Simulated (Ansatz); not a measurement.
## EuMn$_{2}$As$_{2}$: converged, but where?

The cell (5 atoms) is EuMn$_{2}$As$_{2}$ as a measured crystal structure (space group P-3m1). Sizeable forces remain on the atoms, so the positions aren't those of the computed minimum. Source: COD entry 1525184; the sample's temperature and pressure aren't taken into account, and it need not be the stable phase.

These are results of DFT, PBEsol, PAW, plane waves, scalar-relativistic in Ansatz, not measurements.

```yaml
crystal:
  lattice:
    - [4.28699961, 0.0, 0.0]
    - [-2.1434998, 3.71265057, 0.0]
    - [0.0, 0.0, 7.225]
  atoms:
    - { symbol: As, position: [0.33333333, 0.66666667, 0.26] }
    - { symbol: As, position: [0.66666667, 0.33333333, 0.74] }
    - { symbol: Eu, position: [0.0, 0.0, 0.0], spin: 7.0 }
    - { symbol: Mn, position: [0.33333333, 0.66666667, 0.62], spin: -4.5 }
    - { symbol: Mn, position: [0.66666667, 0.33333333, 0.38], spin: 4.5 }
  symmetry: { detect: false, time_reversal: true }
magnetization:
  spin_polarized: true
hamiltonian:
  xc: pbesol
  pseudopotentials: { kind: paw }
basis:
  ecutwfc: 420
kpoints:
  mp_grid: { grid: [6, 6, 3] }
scf:
  occupations: { method: fermi_dirac, width: 0.1 }
  lower_state_search: "off"
  initial_density:
    shell_occupations:
      - { site: 2, l: f, spin: up, matrix: [[0.999999, 0.0, 0.0, 0.0, 0.0, 0.0, 0.0], [0.0, 0.999999, 0.0, 0.0, 0.0, 0.0, 0.0], [0.0, 0.0, 0.999999, 0.0, 0.0, 0.0, 0.0], [0.0, 0.0, 0.0, 0.999999, 0.0, 0.0, 0.0], [0.0, 0.0, 0.0, 0.0, 0.999999, 0.0, 0.0], [0.0, 0.0, 0.0, 0.0, 0.0, 0.999999, 0.0], [0.0, 0.0, 0.0, 0.0, 0.0, 0.0, 0.999999]] }
      - { site: 2, l: f, spin: down, matrix: [[1.0e-06, 0.0, 0.0, 0.0, 0.0, 0.0, 0.0], [0.0, 1.0e-06, 0.0, 0.0, 0.0, 0.0, 0.0], [0.0, 0.0, 1.0e-06, 0.0, 0.0, 0.0, 0.0], [0.0, 0.0, 0.0, 1.0e-06, 0.0, 0.0, 0.0], [0.0, 0.0, 0.0, 0.0, 1.0e-06, 0.0, 0.0], [0.0, 0.0, 0.0, 0.0, 0.0, 1.0e-06, 0.0], [0.0, 0.0, 0.0, 0.0, 0.0, 0.0, 1.0e-06]] }
  max_iter: 200
output:
  forces: true
  stress: true
```

It took 88 s on 2 threads of Arm Neoverse V2, with other jobs on the host, peak memory 0.75 GiB.

The end of the output:

```
SCF converged after 25 iterations
an eigenvalue changed by more than its tolerance at an iteration that met the thresholds in force, so the SCF went on 2 times, its first undamped step at iteration 22: the last check found none over its tolerance
Magnetization: 6.8541 μB (41.9271 up, 35.0729 down)
Absolute magnetization: 15.2806 μB (∫|ρ↑−ρ↓|, with the PAW one-centre terms)
Spin contamination: 4.1962 ħ² per cell (⟨S²⟩ above its minimum at these occupations)
Per-site moments (μB) at R_I (Å): [(-0.0243, 1.0729), (-0.0173, 1.0729), (6.6928, 1.2817), (-3.7723, 1.0729), (3.7783, 1.0729)]
Free energy (F): -26030.381794 eV
Harris-Foulkes:  -26030.381794 eV  (|F-HF|=6.84e-8)
Internal energy: -26030.262454 eV  (E = F + TS)
E sigma→0 (E₀):  -26030.322124 eV
Entropy (-TS):   -0.119340 eV (-23.868 meV/atom)
Fermi energy:    10.727003 eV
--- Forces (eV/Å), atoms counted from 1 ---
  atom   1  As     0.00000016    -0.00000008     0.67823606
  atom   2  As    -0.00000015     0.00000009    -0.69741657
  atom   3  Eu    -0.00000002     0.00000001    -0.10662818
  atom   4  Mn     0.00000013    -0.00000008    -0.30120690
  atom   5  Mn    -0.00000014     0.00000007     0.42701469
--- Stress (GPa, compression-positive) ---
       -6.678575       0.000000      -0.000000
        0.000000      -6.678575       0.000000
       -0.000000       0.000000      -9.403281
  P = ⅓ Tr σ = -7.5868 GPa (-75.868 kbar)
```

Spin–orbit coupling is left out, so orbital moments of the f shell are missing. A semilocal functional without U tends to delocalise d and f electrons.

Site moments are taken inside atomic spheres and don't add up to the total.

Question: The run converged. Is this the lowest state of the cell, and if not, what lies lower and how is it reached?

Answer: None of the other runs went lower. It is the lowest of 5 states reached by 18 converged runs, and the next lies 116 meV/atom higher (ferromagnetic, site moments Eu3 6.72, Mn4 3.77, Mn5 3.77 μB, total 15.13 μB per cell, no gap on the k-mesh). That doesn't prove a ground state. Only collinear orders within this cell were tried; the true ground state may need a larger cell.
